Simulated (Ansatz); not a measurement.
Suppose ScBS3 takes space group Pm-3m (No. 221), with Sc on 1b; B on 1a; S on 3d. The cell of ScBS3 is invented: perovskite family, tilts a0a0a0 (A site Sc; B site B; X site S).

Level of theory: DFT PBE, scalar-relativistic, plane waves, PAW in Ansatz 0.2.0. Cutoff 420 eV, Γ-centred mesh, Gaussian smearing, no spin polarisation.

Energies over the elements count from the elements' standard structures at the same level, with no fitted energy shifts.

Problem. Predict the relaxed structure.

Solution.

Space group Pm-3m (No. 221). a = 4.239 Å, b = 4.239 Å, c = 4.239 Å, α = 90.00°, β = 90.00°, γ = 90.00°
| atom | site | symmetry | x | y | z |
| --- | --- | --- | --- | --- | --- |
| Sc | 1b | m-3m | 0.5000 | 0.5000 | 0.5000 |
| B | 1a | m-3m | 0.0000 | 0.0000 | 0.0000 |
| S | 3d | 4/mm.m | 0.5000 | 0.0000 | 0.0000 |

It has the cubic perovskite type. Sc has 12 S at 3.00 Å; around B lie 6 S at 2.12 Å; S has 2 B at 2.12 Å, 4 Sc at 3.00 Å and 8 S at 3.00 Å.

Problem. Where does its energy lie, and is it a metal?

Solution. The formation energy is −0.18 eV/atom. The gap on the 10×10×10 mesh of the 5-atom cell is 0 eV (a metal). A negative formation energy is needed for stability but isn't enough: competing phases decide.

The last run used Gaussian smearing of 0.10 eV. The reference form of S is held partly by dispersion forces, which this level lacks. A structure relaxed within its symmetry needn't be a true minimum.
